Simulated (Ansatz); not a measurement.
The relaxed structure here is a generated cell of ZrS3: the first start was made by a random draw of sites in a space group, and the end was not matched to a known phase here, so it may be hypothetical.

The end point of a relaxation of ZrS3. Space group R-3m (No. 166). Computed with r2SCAN (plane waves to 500 eV, PAW, scalar-relativistic; Ansatz, a first-principles code).

```xyz
8
Lattice="3.9100 2.2574 5.3581 -3.9100 2.2574 5.3581 0.0000 -4.5148 5.3581" Properties=species:S:1:pos:R:3 pbc="T T T"
S      0.0000     0.0000     5.8670
S      0.0000     0.0000    10.2073
S      0.0000    -2.2574     2.6790
S      1.9550     1.1287     2.6790
S     -1.9550     1.1287     2.6790
S      0.0000     0.0000     8.0371
Zr     0.0000     0.0000     3.4743
Zr     0.0000     0.0000    12.6000
```

```json
{
  "volume_per_atom": "35.47 Å³",
  "density": "2.19 g/cm³",
  "band_gap": "0.34 eV, indirect (valence top at Γ, conduction bottom at S0); its edges lie in opposite spin channels (no spin-orbit coupling)",
  "magnetic_moment": "net 0.25 μB/atom, ferromagnetic",
  "shortest_distances": "S–S 2.17 Å; S–Zr 2.39 Å",
  "k-mesh": "8×8×8"
}
```

The relaxed cell holds bonded S–S pairs (2.17 Å). Spin state reached: ferromagnetic (net 0.25 μB/atom); other spin orders were not run from this start.

The run could not lose the symmetry of its start: the end is stationary, and may be a saddle point rather than a minimum.
